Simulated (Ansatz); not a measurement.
## Is this MgCd3O4 structure stable?

It was reached by relaxing an invented guess, and it needn't be the stable form of this composition.

These are results of DFT PBE, scalar-relativistic, plane waves, PAW in Ansatz 0.2.0, not measurements. Cutoff 420 eV, Γ-centred 12×8×6 mesh (8-atom cell), Gaussian smearing of 0.10 eV, no spin polarisation.

```yaml
crystal:
  lattice:
    - [3.27589, 0.00000, 0.00000]
    - [0.00000, 4.66674, 0.00000]
    - [0.00000, 0.00000, 6.64273]
  atoms:
    - { symbol: Mg, position: [0.00000, 0.00000, 0.00000] }
    - { symbol: Cd, position: [0.50000, 0.50000, 0.24445] }
    - { symbol: Cd, position: [0.00000, 0.00000, 0.50000] }
    - { symbol: Cd, position: [0.50000, 0.50000, 0.75555] }
    - { symbol: O, position: [0.00000, 0.50000, 0.00000] }
    - { symbol: O, position: [0.50000, 0.00000, 0.22372] }
    - { symbol: O, position: [0.00000, 0.50000, 0.50000] }
    - { symbol: O, position: [0.50000, 0.00000, 0.77628] }
```

Energies over the elements count from the elements' standard structures at the same level (O₂ as a molecule), with no fitted energy shifts.

**Question.** These tests were run: energy against the elements; phonons on a 2×2×1 q mesh. What do they show?

**Answer.**

```tsv
test	result
energy against the elements	−1.37 eV/atom
phonons on a 2×2×1 q mesh	imaginary modes down to 22i cm⁻¹
```

It fails none of these tests outright. Whether a mixture of other phases lies lower isn't tested here. Undecided within the accuracy: phonons on a 2×2×1 q mesh.

The run for the phonons used a 12×8×6 k mesh and Fermi–Dirac smearing of 0.15 eV.
